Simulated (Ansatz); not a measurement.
ZrIr (L1₀ or tetragonal B2, P4/mmm) at seven volumes, the program Ansatz at the LDA level (PAW), shape and atoms relaxed at each. One row is withheld.

| V (Å³/atom) | P (GPa) |
|---|---|
| 15.405 | ? |
| 15.913 | 15.72 |
| 16.421 | 7.23 |
| 16.929 | 0.00 |
| 17.436 | -6.10 |
| 17.944 | -11.19 |
| 18.452 | -15.54 |

Problem. Fit the shown pressures and predict the withheld one.

Solution. P = (3/2)B₀(x^(7/2) − x^(5/2))[1 + (3/4)(B′ − 4)(x − 1)] with x = (V₀/V)^(2/3). Least squares on the six rows gives V₀ = 16.929 Å³/atom, B₀ = 220 GPa, B′ = 4.63. At V = 15.405, x = 1.0649 and P = 25.84 GPa. The run itself gave 25.48 GPa.

The workflow started from a Materials Project entry (that database holds measured and hypothetical structures alike); the Crystallography Open Database copy checked does not list it. COD files the formula under space group No. 221, so this cell is another polymorph or a model. With Zr and Ir taken as one species the cell has the higher symmetry I4/mmm, so it may be an ordered model of a mixed-site phase. Whether it is the stable phase at ambient conditions was not checked. The LDA relaxation kept the symmetry of its start; of distortions, only those at the zone centre were tested. No spin polarisation was allowed. Scalar-relativistic: spin–orbit coupling is off unless named, which matters more the heavier the elements.

Potentials: the later of the program's two PAW sets.
